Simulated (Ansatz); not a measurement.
Ansatz (a quantum-chemistry and plane-wave program) input:

Ansatz 0.2 input:
```yaml
crystal:
  lattice:
    - [4.4253344292, 0.0, 0.0]
    - [0.0, 4.4253344292, 0.0]
    - [0.0, 0.0, 9.5842880831]
  atoms:
    - { symbol: Ba, position: [0.0, 0.5, 0.8467790621] }
    - { symbol: Ba, position: [0.5, 0.0, 0.1532209379] }
    - { symbol: Cd, position: [0.5, 0.5, 0.5] }
    - { symbol: Cd, position: [0.0, 0.0, 0.5] }
    - { symbol: As, position: [0.0, 0.5, 0.3239180673] }
    - { symbol: As, position: [0.5, 0.0, 0.6760819327] }
    - { symbol: F, position: [0.5, 0.5, 0.0] }
    - { symbol: F, position: [0.0, 0.0, 0.0] }
kpoints:
  mp_grid: { grid: [5, 5, 3] }
  band_path:
    path:
      - [[0.0, 0.0, 0.0], [0.0, 0.5, 0.0], [0.5, 0.5, 0.0], [0.0, 0.0, 0.0], [0.0, 0.0, 0.5], [0.0, 0.5, 0.5], [0.5, 0.5, 0.5], [0.0, 0.0, 0.5]]  # Γ-X-M-Γ-Z-R-A-Z
      - [[0.0, 0.5, 0.0], [0.0, 0.5, 0.5]]  # X-R
      - [[0.5, 0.5, 0.0], [0.5, 0.5, 0.5]]  # M-A
      - [VBM, CBM]
    npoints: 8
hamiltonian:
  xc: r2scan
  pseudopotentials: { kind: paw }
magnetization: { noncollinear: true, spin_orbit: true }
scf:
  n_extra_bands: 16
  convergence: { dr2_threshold: 0.0000000001 }
  occupations: { method: gaussian, width: 0.01 }
checkpoint: { write: soc.run }
output: { eigenvalues: true }
```

Output (shortened):

```
Pseudopotential: Ba, paw_fr, valence charge 10
Pseudopotential: Cd, paw_fr, valence charge 20
Pseudopotential: As, paw_fr, valence charge 15
Pseudopotential: F, paw_fr, valence charge 7
Functional definition: r2SCAN
non-collinear run that drives no moment, with spin-orbit …
Crystal: 8 atoms, lattice volume = 187.695 Å³
Basis set: ecut = 500 eV, 4735 PW (Γ), exchange–correlation on 144×144×288 points (64 copies of the dense FFT grid, shifted against one another)
Bands: 120, of which v1, the nominal top of the filled ones, is band 104 counted from 1 (103 counted from 0)
Symmetry: 16 space group operations + 16 with time reversal
k-points: 12 of 75
Projection manifold: j_resolved (fully-relativistic pseudo-atomic orbitals)
SCF iter   1: F=—  HF=-39796.985090 eV  |F-HF|=—  |Δ(HF+E_count)|=         —  Δρ=3.19e-1  dr2=3.35e2  dr2_τ=1.64e0  dr2_m=0.00e0 (ungated)  ethr=3.10e-3  |M|=0.00e0 ∫|m|=0.00e0 μB  |m|>n=0.0e0 m-floor=0.0e0 τ_xc=0.0e0  β_m=0.30  ⟨swp⟩=10.1  Hψ=3754  notcnv=0  defer=20
preconditioner: auto → Kerker (q_TF=auto, 2.473 Å⁻¹)
spin=Noncollinear: Kerker preconditioning applied to the charge; magnetization (m_x, m_y, m_z) channels mix plain (no charge-response kernel on spin).
SCF iter   2: F=—  HF=-39776.363460 eV  |F-HF|=—  |Δ(HF+E_count)|=    2.06e1  Δρ=5.14e-2  dr2=6.08e0  dr2_τ=9.65e-1  dr2_m=0.00e0 (ungated)  ethr=3.10e-3  |M|=0.00e0 ∫|m|=0.00e0 μB  |m|>n=0.0e0 m-floor=0.0e0 τ_xc=0.0e0  β_m=0.29  ⟨swp⟩=3.0  Hψ=1429  notcnv=0  defer=118
preconditioner: auto → Resta (q_TF=auto, 2.473 Å⁻¹)
spin=Noncollinear: Resta preconditioning applied to the charge; magnetization (m_x, m_y, m_z) channels mix plain (no charge-response kernel on spin).
SCF iter   3: F=—  HF=-39776.381028 eV  |F-HF|=—  |Δ(HF+E_count)|=   1.76e-2  Δρ=3.04e-2  dr2=3.33e0  dr2_τ=1.53e-2  dr2_m=0.00e0 (ungated)  ethr=3.10e-3  |M|=0.00e0 ∫|m|=0.00e0 μB  |m|>n=0.0e0 m-floor=0.0e0 τ_xc=0.0e0  β_m=0.56  ⟨swp⟩=3.2  Hψ=1295  notcnv=0  defer=108
SCF iter   4: F=—  HF=-39775.968909 eV  |F-HF|=—  |Δ(HF+E_count)|=   4.12e-1  Δρ=1.19e-2  dr2=6.03e-1  dr2_τ=3.36e-3  dr2_m=0.00e0 (ungated)  ethr=3.10e-3  |M|=0.00e0 ∫|m|=0.00e0 μB  |m|>n=0.0e0 m-floor=0.0e0 τ_xc=0.0e0  β_m=0.68  ⟨swp⟩=3.3  Hψ=1310  notcnv=0  defer=108
SCF iter   5: F=—  HF=-39775.857043 eV  |F-HF|=—  |Δ(HF+E_count)|=   1.12e-1  Δρ=5.93e-3  dr2=2.03e-1  dr2_τ=1.02e-3  dr2_m=0.00e0 (ungated)  ethr=5.80e-4  |M|=0.00e0 ∫|m|=0.00e0 μB  |m|>n=0.0e0 m-floor=0.0e0 τ_xc=0.0e0  β_m=0.74  ⟨swp⟩=3.0  Hψ=999  notcnv=0  defer=108
SCF iter   6: F=—  HF=-39775.824833 eV  |F-HF|=—  |Δ(HF+E_count)|=   3.22e-2  Δρ=4.06e-3  dr2=7.54e-2  dr2_τ=3.97e-4  dr2_m=0.00e0 (ungated)  ethr=1.95e-4  |M|=0.00e0 ∫|m|=0.00e0 μB  |m|>n=0.0e0 m-floor=0.0e0 τ_xc=0.0e0  β_m=0.87  ⟨swp⟩=3.1  Hψ=876  notcnv=0  defer=108
SCF iter   7: F=—  HF=-39775.813611 eV  |F-HF|=—  |Δ(HF+E_count)|=   1.12e-2  Δρ=2.25e-3  dr2=2.19e-2  dr2_τ=1.16e-4  dr2_m=0.00e0 (ungated)  ethr=7.25e-5  |M|=0.00e0 ∫|m|=0.00e0 μB  |m|>n=0.0e0 m-floor=0.0e0 τ_xc=0.0e0  β_m=0.78  ⟨swp⟩=3.1  Hψ=1008  notcnv=0  defer=108
SCF iter   8: F=—  HF=-39775.808573 eV  |F-HF|=—  |Δ(HF+E_count)|=   5.04e-3  Δρ=9.45e-4  dr2=4.97e-3  dr2_τ=1.86e-5  dr2_m=0.00e0 (ungated)  ethr=2.10e-5  |M|=0.00e0 ∫|m|=0.00e0 μB  |m|>n=0.0e0 m-floor=0.0e0 τ_xc=0.0e0  β_m=0.89  ⟨swp⟩=3.2  Hψ=1280  notcnv=0  defer=108
SCF iter  15: F=-39775.807380 eV  HF=-39775.807380 eV  |F-HF|=1.46e-11  |Δ(HF+E_count)|=  1.53e-10  Δρ=6.44e-8  dr2=8.89e-12  dr2_τ=6.38e-14  dr2_m=0.00e0 (ungated)  ethr=1.00e-12  |M|=0.00e0 ∫|m|=0.00e0 μB  |m|>n=0.0e0 m-floor=0.0e0 τ_xc=0.0e0  ⟨swp⟩=12.7  Hψ=3189  notcnv=0
SCF 1 converged in 15 iterations: F = -39775.807380 eV  dr2 = 8.89e-12
NSCF: frozen V_eff on 40 k-points
NSCF: frozen V_eff on 40 k-points
NSCF: frozen V_eff on 40 k-points
NSCF: frozen V_eff on 7 k-points
NSCF: frozen V_eff on 5 k-points
NSCF: frozen V_eff on 5 k-points
NSCF: frozen V_eff on 5 k-points
NSCF: frozen V_eff on 5 k-points
NSCF: frozen V_eff on 5 k-points
NSCF: frozen V_eff on 84 k-points
SCF converged after 15 iterations
Magnetization: |M| = 0.0000 μB,  M = (+0.0000, +0.0000, +0.0000) μB
Absolute magnetization: 0.0000 μB (∫|m|)
  site 0: m = (+0.0000, +0.0000, +0.0000) μB, |m| = 0.0000 μB  (R = 1.10 Å)
  site 1: m = (+0.0000, +0.0000, +0.0000) μB, |m| = 0.0000 μB  (R = 1.10 Å)
  site 2: m = (+0.0000, +0.0000, +0.0000) μB, |m| = 0.0000 μB  (R = 1.15 Å)
  site 3: m = (+0.0000, +0.0000, +0.0000) μB, |m| = 0.0000 μB  (R = 1.15 Å)
  site 4: m = (+0.0000, +0.0000, +0.0000) μB, |m| = 0.0000 μB  (R = 1.15 Å)
  site 5: m = (+0.0000, +0.0000, +0.0000) μB, |m| = 0.0000 μB  (R = 1.15 Å)
  site 6: m = (+0.0000, +0.0000, +0.0000) μB, |m| = 0.0000 μB  (R = 1.10 Å)
  site 7: m = (+0.0000, +0.0000, +0.0000) μB, |m| = 0.0000 μB  (R = 1.10 Å)
Free energy (F): -39775.807380 eV
Harris-Foulkes:  -39775.807380 eV  (|F-HF|=1.46e-11)
Internal energy: -39775.807380 eV  (E = F + TS)
E sigma→0 (E₀):  -39775.807380 eV
Fermi energy:    10.417521 eV
--- Per-component energies (eV) ---
  E_band       = -1587.726132
  E_kinetic    = 1973.777372
  E_local      = -15402.073121  (includes V_loc(G=0)·N_el)
  E_nonlocal   = -1019.248153
  E_hartree    = 7433.226223
  E_xc         = -962.442729
  E_vxc        = -1194.260212  (∫ρ·V_xc dr)
  E_paw        = -22763.622414  (= ΣΔE_a)
  E_vpaw       = -887.594820  (= ΣTr[D̂ρ^β])
  E_aug_tail   = 0.002060  (compensation charges beyond the density's cutoff)
  E_vtau       = 75.218256  (kinetic-family band-sum trace: ∫τ·v_τ [+ j·A + Jᵃ·Aᵃ] dr)
  E_ewald      = -9031.489907
  E_core_change = -3.936711  (= ΣΔE_core)
  E_smearing   =  0.000000  (= −TS)
  E_closure    =  0.000000  (closes the sum)
  Σ components = -39775.807380   (vs F -39775.807380, Δ=0.00e0)
  [band-id]    e_kinetic+e_local+e_nonlocal+2·e_hartree+e_vxc+e_vpaw+e_augmentation_tail+e_vtau = -1587.726172   (vs E_band -1587.726132, Δ=-4.01e-5)
--- Band table (eV; the first three rows and the last of 12) ---
  k-point 0: bands = ["-95.6345", "-95.6345", "-95.6325", "-95.6325", "-59.7758", "-59.7758", "-59.7675", "-59.7675", "-54.0609", "-54.0609", "-54.0403", "-54.0403", "-54.0384", "-54.0384", "-54.0340", "-54.0340", "-25.9353", "-25.9353", "-25.9353", …
  k-point 1: bands = ["-95.6345", "-95.6345", "-95.6325", "-95.6325", "-59.7758", "-59.7758", "-59.7675", "-59.7675", "-54.0609", "-54.0609", "-54.0403", "-54.0403", "-54.0384", "-54.0384", "-54.0340", "-54.0340", "-25.9353", "-25.9353", "-25.9353", …
  k-point 2: bands = ["-95.6343", "-95.6343", "-95.6327", "-95.6327", "-59.7750", "-59.7750", "-59.7683", "-59.7683", "-54.0589", "-54.0589", "-54.0423", "-54.0423", "-54.0380", "-54.0380", "-54.0344", "-54.0344", "-25.9353", "-25.9353", "-25.9352", …
  k-point 11: bands = ["-95.6336", "-95.6336", "-95.6334", "-95.6334", "-59.7721", "-59.7721", "-59.7713", "-59.7713", "-54.0539", "-54.0539", "-54.0522", "-54.0522", "-54.0342", "-54.0342", "-54.0335", "-54.0335", "-25.9353", "-25.9353", "-25.9352", …
```

Cost: about 30 core-minutes (a rough figure) on shared cores.

Space group P4/nmm. The workflow started from a Materials Project entry (that database holds measured and hypothetical structures alike); the Crystallography Open Database copy checked does not list it. Whether it is the stable phase at ambient conditions was not checked. Symmetry was held in the r²SCAN relaxation; its stability against distortions is not shown here.

Potentials: the later of the program's two PAW sets.

Ansatz is a plane-wave DFT program.
